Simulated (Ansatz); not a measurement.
## Harmonic thermodynamics of Mg₅CdS₆

The calculation used Ansatz 0.2.0, DFT PBE, scalar-relativistic, plane waves, PAW. Settings: 420 eV plane-wave cutoff, Γ-centred 8×8×2 mesh, fixed occupations. No spin polarisation. Phonons by linear response, acoustic sum rule imposed.

Equilibrium structure at this level:
```xyz
12
Lattice="3.7351 0.0000 0.0000 0.0000 3.7351 0.0000 0.0000 0.0000 15.8639" Properties=species:S:1:pos:R:3 pbc="T T T"
Mg    0.0000    0.0000   10.5250
Mg    1.8675    1.8675    7.9320
Mg    0.0000    0.0000    5.3389
Mg    1.8675    1.8675    2.7125
Mg    1.8675    1.8675   13.1515
Cd    0.0000    0.0000    0.0000
S     0.0000    0.0000    7.9320
S     1.8675    1.8675    5.3286
S     0.0000    0.0000    2.7414
S     1.8675    1.8675    0.0000
S     0.0000    0.0000   13.1226
S     1.8675    1.8675   10.5354
```

The cell was found from a structure generator's guess, not taken from experiment. The q mesh is coarse, so values between its points are rough.

Force constants from linear response on a 2×2×1 q mesh, interpolated to a fine mesh.

Phonon density of states, in bins of 10 cm⁻¹:
```csv
bin centre (cm⁻¹),share of modes (%)
5,0.0
15,0.0
25,0.1
35,0.2
45,0.3
55,0.6
65,2.6
75,1.8
85,1.3
95,1.4
105,2.1
115,2.1
125,3.5
135,4.6
145,5.3
155,4.8
165,5.2
175,5.7
185,5.1
195,4.8
205,5.2
215,5.1
225,5.0
235,5.6
245,3.9
255,4.3
265,4.2
275,3.3
285,3.3
295,1.6
305,1.3
315,1.4
325,1.2
335,1.2
345,1.0
355,0.8
365,0.1
375,0.0
385,0.0
```

Task: What is the zero-point energy per atom?

Result: 36.8 meV.

Task: How large are the vibrational entropy and heat capacity at 300 K?

Result: S = 3.50 k_B and C_V = 2.76 k_B per atom, 92 % of the Dulong–Petit value.

Task: Tabulate them against temperature.

Result:
| T (K) | F_vib (meV/atom) | S (k_B/atom) | C_V (k_B/atom) |
| --- | --- | --- | --- |
| 100 | 34.1 | 0.95 | 1.63 |
| 200 | 19.2 | 2.42 | 2.51 |
| 300 | -6.5 | 3.50 | 2.76 |
| 400 | -40.3 | 4.31 | 2.86 |
| 500 | -80.3 | 4.95 | 2.91 |
| 600 | -125.3 | 5.49 | 2.94 |
| 700 | -174.6 | 5.94 | 2.95 |
| 800 | -227.6 | 6.34 | 2.96 |
| 900 | -283.7 | 6.69 | 2.97 |
| 1000 | -342.7 | 7.00 | 2.98 |
